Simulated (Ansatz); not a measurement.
Pt3Pb:
```xyz
4
Lattice="4.0679 0.0000 0.0000 0.0000 4.0679 0.0000 0.0000 0.0000 4.0679" Properties=species:S:1:pos:R:3 pbc="T T T"
Pt     0.0000     2.0339     2.0339
Pt     2.0339     0.0000     2.0339
Pt     2.0339     2.0339     0.0000
Pb     0.0000     0.0000     0.0000
```

Relaxed with PBEsol. Special points in fractions of this cell's reciprocal vectors: Γ (0.000, 0.000, 0.000); X (0.000, 0.500, 0.000); M (0.500, 0.500, 0.000); R (0.500, 0.500, 0.500).

Task: List the band energies nearest the Fermi level at these points for plane-wave PAW PBEsol (Ansatz code).

Result: In eV from the Fermi level; about four levels below and three above (degenerate sets whole), none deeper than 8.9 eV; points with the same levels are listed once.

| k | below | above |
|---|---|---|
| Γ | -0.99 -0.99 -0.99 -0.38 | 0.12 0.12 0.12 |
| X | -2.32 -2.32 -2.23 -1.06 | 0.12 1.10 4.10 4.10 |
| M | -2.17 -1.98 -1.78 -1.48 | 0.88 0.88 4.77 |
| R | -0.30 -0.30 -0.30 -0.01 | 3.52 3.52 3.52 |

Space group Pm-3m (Cu3Au type). The workflow started from an entry of the Crystallography Open Database (COD). Whether it is the stable phase at ambient conditions was not checked. The PBEsol relaxation kept the symmetry of its start; of distortions, only those at the zone centre were tested. No spin polarisation was allowed. Spin–orbit coupling is left out wherever it is not named.

Potentials: the later of the program's two PAW sets.
